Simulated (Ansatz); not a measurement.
**CoPdO2: reading a single point**

```
Pd Co O
1.0
     0.00000    1.64338   11.92592
    -1.42321   -0.82169   11.92592
     1.42321   -0.82169   11.92592
Pd Co O
2 2 4
Direct
  0.00000 0.00000 0.00000
  0.50000 0.50000 0.50000
  0.25000 0.25000 0.25000
  0.75000 0.75000 0.75000
  0.05607 0.05607 0.05607
  0.55607 0.55607 0.55607
  0.44393 0.44393 0.44393
  0.94393 0.94393 0.94393
```

Method: PBE, with U_eff = 3.72 eV on Pd d (atomic projectors), collinear spin; PAW, plane waves to 420 eV, 7×7×7 Γ-centred mesh, gaussian occupations (width 0.0128 eV) (Ansatz 0.2.0), atoms fixed.

No atom carries over 0.3 μB, and the net moment is 0.45 μB a cell; the state need not be the lowest.

(1) Is the cell too large or too small?

(2) What happens at the Fermi level?

(3) Which atom feels the largest force, and which way?

(4) What do density and ELF say about some of the short contacts?

Origin: a database entry at a rescaled volume. Caveats: the k mesh is coarse if the cell is a metal.

Answers

(1) The pressure is 1.5 GPa (compression positive), so with the atoms held at these fractions the cell would first expand. The principal stresses 1.2, 1.2, 2.2 GPa differ, so its shape would change too.

(2) It is a metal, with about 2.7 states/eV a cell as the mean within 0.25 eV of the Fermi level, mostly Pd d (37 %), Co d (33 %) and O p (19 %).

(3) The largest is on O7 (and as large on other atoms): 0.48 eV/Å, components (0.00, 0.00, -0.48). It makes 59° with the line to a nearest neighbour, Co4 at 1.91 Å.

(4) Co–O at 1.91 Å: least valence density 0.72 e/Å³ and ELF 0.14 there. Pd–O at 2.01 Å: least valence density 0.76 e/Å³ and ELF 0.23 there. These are pseudo-fields; inside the PAW spheres they differ from the all-electron ones.
